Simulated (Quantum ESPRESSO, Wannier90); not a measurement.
Tight-binding from DFT: AlCo (CsCl type)

```
AlCo
1.0
    2.81940     0.00000     0.00000
    0.00000     2.81940     0.00000
    0.00000     0.00000     2.81940
Al Co
1 1
Direct
  0.00000   0.00000   0.00000
  0.50000   0.50000   0.50000
```

Cell from Materials Project (mp-284), symmetrised, no further relaxation. Not found in the COD (Crystallography Open Database) copy used; not checked further. Method: PBE plane waves in Quantum ESPRESSO 7.5 (PseudoDojo norm-conserving files, 77 Ry, no spin polarisation, no spin-orbit coupling), Bloch states on a 10×10×10 mesh through Γ, Wannier90 4.0.1. Density: 14×14×14 mesh, cold smearing 0.01 Ry. A non-magnetic state is assumed; magnetic ones were not tried.

The lattice is scaled uniformly with fixed fractional positions, and at each scale an atom-like model (Al sp, Co spd; disentangled, num_iter = 0) is made. Listed is the largest hopping of each kind of orbital pair shown, with the distance of the two functions' centres at scale 1; the mesh was not varied.

| scale | modulus of t, Co2 pz–Co2 pz at 2.82 Å (eV) | modulus of t, Co2 px–Al1 s at 2.44 Å (eV) | modulus of t, Co2 s–Al1 s at 2.44 Å (eV) |
|---|---|---|---|
| 0.950 | 2.855 | 1.707 | 1.580 |
| 0.975 | 2.691 | 1.616 | 1.481 |
| 1.000 | 2.538 | 1.533 | 1.387 |
| 1.025 | 2.382 | 1.450 | 1.301 |
| 1.050 | 2.237 | 1.369 | 1.219 |

Q: With |t| ∝ d^(−η), find η for each hopping from the ends of the series.

A: 
- Co2 pz–Co2 pz at 2.82 Å: η = −ln(2.237/2.855)/ln(1.050/0.950) = 2.4
- Co2 px–Al1 s at 2.44 Å: η = −ln(1.369/1.707)/ln(1.050/0.950) = 2.2
- Co2 s–Al1 s at 2.44 Å: η = −ln(1.219/1.580)/ln(1.050/0.950) = 2.6
Harrison's rules would take η = 2.0, 2.0, 2.0 for these pairs; they describe atomic orbitals, while these are orthogonalised and change shape with the volume.
